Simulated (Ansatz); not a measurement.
Here is the system:

Starting cell, In2Si2O7 (space group C2/m):

```
In2Si2O7
1.0
    3.28273    -4.27851     0.00000
    3.28273     4.27851     0.00000
   -1.01619     0.00000     4.57490
In Si O
2 2 7
Direct
  0.30705   0.69295   0.00000
  0.69295   0.30705   0.00000
  0.22283   0.22283   0.41060
  0.77717   0.77717   0.58940
  0.92086   0.60611   0.78081
  0.07914   0.39389   0.21919
  0.39389   0.07914   0.21919
  0.60611   0.92086   0.78081
  0.00000   0.00000   0.50000
  0.60697   0.60697   0.28170
  0.39303   0.39303   0.71830
```

A phonon eigenvector at Γ is frozen into this cell: atom i moves by Q times the vector below, so Q is the largest atomic displacement, in Å. The cell is held.

```json
[
 {"atom": "In1", "x": "-0.008", "y": "0.000", "z": "0.000"},
 {"atom": "In2", "x": "-0.008", "y": "0.000", "z": "0.000"},
 {"atom": "Si3", "x": "-0.421", "y": "0.000", "z": "-0.117"},
 {"atom": "Si4", "x": "-0.421", "y": "0.000", "z": "-0.117"},
 {"atom": "O5", "x": "0.154", "y": "0.381", "z": "0.635"},
 {"atom": "O6", "x": "0.154", "y": "0.381", "z": "0.635"},
 {"atom": "O7", "x": "0.154", "y": "-0.381", "z": "0.635"},
 {"atom": "O8", "x": "0.154", "y": "-0.381", "z": "0.635"},
 {"atom": "O9", "x": "-0.449", "y": "0.000", "z": "-0.727"},
 {"atom": "O10", "x": "0.711", "y": "0.000", "z": "-0.703"},
 {"atom": "O11", "x": "0.711", "y": "0.000", "z": "-0.703"}
]
```

Computed with LDA (plane waves to 420 eV, PAW, scalar-relativistic; Ansatz, a first-principles code). k mesh 5×5×6 (Γ-centred), Fermi-Dirac smearing 0.05 eV. The energy includes the smearing's −TS. In2Si2O7 was relaxed with its symmetry unable to fall. The zero of ΔE is the undisplaced structure.

The scan covers Q from -0.180 to 0.180 Å in 13 points.

Which space group does the distorted structure have?

Cm (No. 8), lowered from C2/m.

Is the energy the same for equal positive and negative displacements?

Even: the same for both signs.

Is this a single well or a double well?

A single well with its minimum at or next to zero displacement.

What is the energy change at Q = 0.180 Å?

619 meV/cell.

What harmonic wavenumber does the curvature at Q = 0 give?

336 cm⁻¹.

(A displaced cell: forces are minus the slopes of the energy, force constants its curvatures, and phonons follow from these.)
